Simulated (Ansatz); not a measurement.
FeNi3 (Cu3Au type), relaxed with PBEsol (Ansatz, a first-principles code, plane waves, PAW): a = 3.4888 Å, b = 3.4888 Å, c = 3.4888 Å, α = 90.00°, β = 90.00°, γ = 90.00°.

ΔH_f (eV/atom): -0.08
spin order and moments (μB): ferromagnetic; net 1.19 per atom; largest site about 2.9

Task: The same phase is relaxed and computed with r²SCAN in the same code. What are the cell and these values now?

Result: a = b = c = 3.514 Å, α = β = γ = 90.00°.

* **ΔH_f (eV/atom)**: -0.13
* **spin order and moments (μB)**: ferromagnetic; net 1.32 per atom; largest site about 3.2

Spin orders computed, not proven ground states: FeNi3, Cu3Au type with PBEsol ferromagnetic; FeNi3, Cu3Au type with r²SCAN ferromagnetic. All cells were relaxed under the symmetry of their starts (and spin orders); stability against distortions was not tested throughout.

Potentials: the later of the program's two PAW sets.

Ansatz is a plane-wave DFT program.

Formation energies count from the lowest solids of the elements computed at the same level, not from gases.
